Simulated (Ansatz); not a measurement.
KF:
```
CELL_PARAMETERS angstrom
      0.00000     2.65875     2.65875
      2.65875     0.00000     2.65875
      2.65875     2.65875     0.00000
ATOMIC_POSITIONS crystal
  K  0.00000 0.00000 0.00000
  F  0.50000 0.50000 0.50000
```

Tensor components refer to the Cartesian frame of this cell.

Problem. Give the high-frequency dielectric tensor and the Born effective charge tensors of the independent atoms from DFPT, the program Ansatz at the r²SCAN level (PAW).

Solution. 
ε∞:
```
1.94  0.00  0.00
0.00  1.94  0.00
0.00  0.00  1.94
```
Z* of atom 1 (K), rows: field, columns: displacement, in e:
```
1.13  0.00  0.00
0.00  1.13  0.00
0.00  0.00  1.13
```
Z* of atom 2 (F), rows: field, columns: displacement, in e:
```
-1.13   0.00   0.00
 0.00  -1.13   0.00
 0.00   0.00  -1.13
```

Static charges for comparison (Bader): K1 +0.87, F2 -0.87 e. Born charges measure polarisation by displacement and can exceed these by far.

Space group Fm-3m (rock salt). The r²SCAN relaxation kept the symmetry of its start; phonons on a q-mesh show no instability.

Potentials: the later of the program's two PAW sets.
